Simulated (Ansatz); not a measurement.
TePd (NiAs type, space group No. 194) under volume change, DFT-PBEsol in the program Ansatz with PAW potentials, shape and atoms relaxed at each volume.

```tsv
V (Å³/atom)	E − E(relaxed) (meV/atom)	P (GPa)
19.121	75.4	13.98
19.751	31.6	8.48
20.381	7.5	3.89
21.012	0.0	0.06
21.642	6.2	-3.13
22.272	23.9	-5.79
22.903	51.2	-7.98
```

Question: What does a third-order Birch–Murnaghan fit give for V₀, B₀ and B′?

Answer: V₀ = 21.02 Å³/atom, B₀ = 116 GPa, B′ = 5.1.

Space group P6_3/mmc (NiAs type). The first step of the workflow began from a Materials Project structure, measured or hypothetical; the Crystallography Open Database files this formula in space group No. 194, but the cells were not matched. Its standing as an ambient phase is unchecked. The cell was relaxed with PBEsol under the symmetry of its start; its stability against distortions is not shown here. No spin polarisation was allowed. Scalar-relativistic: spin–orbit coupling is off unless named, which matters more the heavier the elements.

Potentials: the later of the program's two PAW sets.
